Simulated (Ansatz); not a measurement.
Input:

AlCuGeSe$_{4}$:
```yaml
crystal:
  lattice:
    - [-2.76311, 2.76311, 5.36512]
    - [2.76311, -2.76311, 5.36512]
    - [2.76311, 2.76311, -5.36512]
  atoms:
    - { symbol: Al, position: [0.75000, 0.25000, 0.50000] }
    - { symbol: Cu, position: [0.00000, 0.00000, 0.00000] }
    - { symbol: Ge, position: [0.50000, 0.50000, 0.00000] }
    - { symbol: Se, position: [0.13295, 0.11044, 0.50577] }
    - { symbol: Se, position: [0.88956, 0.39532, 0.02250] }
    - { symbol: Se, position: [0.60468, 0.62718, 0.49423] }
    - { symbol: Se, position: [0.37282, 0.86705, 0.97750] }
```

This is the r²SCAN-relaxed structure. Tensor components refer to the Cartesian frame of this cell.

Question: All from r²SCAN in the plane-wave PAW code Ansatz, unless another level is named. Predict the hole effective mass, band 2 of 2 at the edge.

Answer: 0.20 along x, 0.84 along z (mₑ).

Question: Predict the smallest direct gap on the standard path.

Answer: 1.39 eV.

Question: Give the electron effective mass.

Answer: 0.22, 0.31, 0.67 mₑ (principal values).

Question: Give the weight of the valence-edge state by species (Voronoi cells).

Answer: Se 53 %, Cu 40 %, Ge 4 %, Al 4 %.

Space group I-4. The first step of the workflow began from a Materials Project structure, measured or hypothetical; the Crystallography Open Database copy checked does not list it. Its standing as an ambient phase is unchecked. Symmetry was held in the r²SCAN relaxation; whether a distortion lowers the energy is not shown. No spin polarisation was allowed. Scalar-relativistic: spin–orbit coupling is off unless named, which matters more the heavier the elements.

Potentials: the later of the program's two PAW sets.
